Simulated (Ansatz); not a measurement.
MoP:
Space group P-6m2 (No. 187); a = 3.1914 Å, b = 3.1914 Å, c = 3.1568 Å, α = 90.00°, β = 90.00°, γ = 120.00°

```tsv
atom	site	symmetry	x	y	z
Mo	1a	-6m2	0.0000	0.0000	0.0000
P	1d	-6m2	0.3333	0.6667	0.5000
```

Relaxed at zero pressure with the program Ansatz at the LDA level (PAW).

### Question
The volume is raised by 3 % and shape and atoms relax at that volume. What pressure results, and how do the axes share the change?

### Answer
-6.7 GPa; a 1.2 %, b 1.2 %, c 0.6 %; the energy rises by 9 meV/atom.

### Question
Give the new structure.

### Answer

Space group P-6m2 (No. 187); a = 3.230 Å, b = 3.230 Å, c = 3.175 Å, α = 90.00°, β = 90.00°, γ = 120.00°

```tsv
atom	site	symmetry	x	y	z
Mo	1a	-6m2	0.0000	0.0000	0.0000
P	1d	-6m2	0.3333	0.6667	0.5000
```

The phase is kept; no other phase was compared at this pressure.

The LDA relaxation kept the symmetry of its start; of distortions, only those at the zone centre were tested. No spin polarisation was allowed.

Potentials: the earlier of the program's two PAW sets.
